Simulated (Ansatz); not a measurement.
Cs3SeBr at -0.4 GPa (stress–strain coefficients): relaxed-ion elastic tensor

These are results of DFT PBEsol, scalar-relativistic, plane waves, PAW in Ansatz, not measurements. Cutoff 420 eV, 4×4×4 k-points (Γ-centred), fixed occupations. No spin polarisation.

The cell is fixed (symmetry leaves no force on the atoms) and stands under -0.4 GPa:
```xyz
5
Lattice="6.8821 0.0000 0.0000 0.0000 6.8821 0.0000 0.0000 0.0000 6.8821" Properties=species:S:1:pos:R:3 pbc="T T T"
Br    0.0000    0.0000    0.0000
Se    3.4411    3.4411    3.4411
Cs    3.4411    3.4411    0.0000
Cs    3.4411    0.0000    3.4411
Cs    0.0000    3.4411    3.4411
```

The cell is the ideal cubic antiperovskite prototype; whether it is the stable structure of this composition wasn't checked.

**Question.** Give the relaxed-ion elastic constants (GPa, Voigt order xx yy zz yz xz xy, on the axes of the cell above).

**Answer.**
C11 = 19.1, C12 = 0.4, C13 = 0.4, C22 = 19.1, C23 = 0.4, C33 = 19.1, C44 = 1.7, C55 = 1.7, C66 = 1.7 GPa; the others vanish.

**Question.** Is the crystal stable against homogeneous strain?

**Answer.** Yes: the least eigenvalue of the tensor is 1.7 GPa.

**Question.** And the moduli of a polycrystal (Hill averages)?

**Answer.** B = 7 GPa, G = 4 GPa, E = 9 GPa, ν = 0.27.